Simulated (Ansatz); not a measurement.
Theory: Ansatz, DFT PBE, scalar-relativistic, plane waves, PAW. All cells share a 420 eV cutoff and Γ-centred k meshes spaced at most about 0.3 Å⁻¹ (about 0.25 or finer for metals, 2π included). No spin polarisation in the final relaxations.

Temperature and zero-point effects are left out.

Compare these two cells of Sr3CuH2, each relaxed at this level.

1.

```
CELL_PARAMETERS angstrom
7.28914 0.00000 0.00000
-3.64457 6.31258 0.00000
0.00000 0.00000 4.58235
ATOMIC_POSITIONS crystal
Sr 0.32124 0.00000 0.00000
Sr 0.00000 0.32124 0.00000
Sr 0.67876 0.67876 0.00000
Cu 0.00000 0.00000 0.50000
H 0.00000 0.00000 0.82916
H 0.00000 0.00000 0.17084
```

2.

```
CELL_PARAMETERS angstrom
7.05013 0.00000 0.00000
-3.52506 6.10559 0.00000
0.00000 0.00000 3.57088
ATOMIC_POSITIONS crystal
Sr 0.50000 0.00000 0.00000
Sr 0.00000 0.50000 0.00000
Sr 0.50000 0.50000 0.00000
Cu 0.00000 0.00000 0.00000
H 0.33333 0.66667 0.50000
H 0.66667 0.33333 0.50000
```

Task: Which would you expect to be lower, and how large is the difference?

Result: Cell 1 is lower, by 127 meV/atom. Cell 1 has space group P-62m (No. 189), 35.1 Å³/atom and no gap on its mesh; cell 2 has space group P6/mmm (No. 191), 25.6 Å³/atom and no gap. Counting H atoms around Cu and Sr (those within 1.25 times the shortest such distance or 1.15 times the sum of covalent radii; the shortest distance is added where it is long for a bond), cell 1 has Sr 2, Cu 2 and cell 2 has Sr 4, Cu 12 from 4.4 Å. The lower one is the more open, so pressure narrows the difference. In cell 1, around Sr lie 2 H at 2.47 Å, 2 Cu at 3.28 Å and 6 Sr at 4.06–4.29 Å; around Cu lie 2 H at 1.51 Å, 2 H at 3.07 Å and 6 Sr at 3.28 Å; around H lie 1 Cu at 1.51 Å, 1 H at 1.57 Å and 3 Sr at 2.47 Å. In cell 2, Sr is surrounded by 4 H at 2.71 Å, 2 Cu at 3.53 Å and 6 Sr at 3.53–3.57 Å; around Cu lie 6 Sr at 3.53 Å and 2 Cu at 3.57 Å; around H lie 6 Sr at 2.71 Å. Both come from invented guesses.

With hydrogen, zero-point motion can shift such differences by 10 meV/atom or more. A magnetic state wasn't ruled out in cells without spin, among them P-62m, P6/mmm. Cells relaxed within their symmetry can be saddle points.
